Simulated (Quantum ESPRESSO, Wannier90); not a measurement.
# Wannier functions of AgI (wurtzite)

```xyz
4
Lattice="4.6586 0.0000 0.0000 -2.3293 4.0344 0.0000 0.0000 0.0000 7.5527" Properties=species:S:1:pos:R:3 pbc="T T T"
Ag     2.3293    -1.3448     0.0074
Ag    -2.3293     1.3448    -3.7690
I      2.3293    -1.3448     2.8619
I     -2.3293     1.3448    -0.9145
```

Materials Project entry mp-22894; symmetrised, unrelaxed at this level. COD (Crystallography Open Database) has the formula in 2 space groups, this one among them (matched by group alone). Level: LDA, no spin polarisation, no spin-orbit coupling; pw.x of Quantum ESPRESSO at 69 Ry with PseudoDojo potentials, 6×6×4 k-points, Wannier90. Density: 12×12×4 mesh, cold smearing 0.01 Ry. Spin-orbit coupling is left out although heavy elements are present.

Bands 9-26 form an isolated set from -12.72 to 0.00 eV relative to the valence-band maximum (on the path) and are turned into 18 Wannier functions by minimising the spread from the start: s functions at random places.

Question: Where do the functions sit, how wide are they and what are they made of?

Answer: 
```
functions  spread (Å²)  nearest atom, distance (Å)  second atom, distance (Å)           weight on atomic waves
---------  -----------  --------------------------  -------------------------  -------------------------------
8                 1.83                      I 0.70                    Ag 2.15  I 5p 67 %, I 5s 24 %, Ag 5s 8 %
2                 0.79                     Ag 0.02                     I 2.83                      Ag 4d 100 %
2                 0.81                     Ag 0.02                     I 2.83                       Ag 4d 99 %
4                 0.80                     Ag 0.03                     I 2.82                       Ag 4d 99 %
2                 0.78                     Ag 0.02                     I 2.83                      Ag 4d 100 %
```

Ω_I = 20.32 Å², Ω_total = 22.57 Å²; the interpolated bands follow pw.x to 2.8 meV rms on the path. It is the lowest total spread that any start reached here.
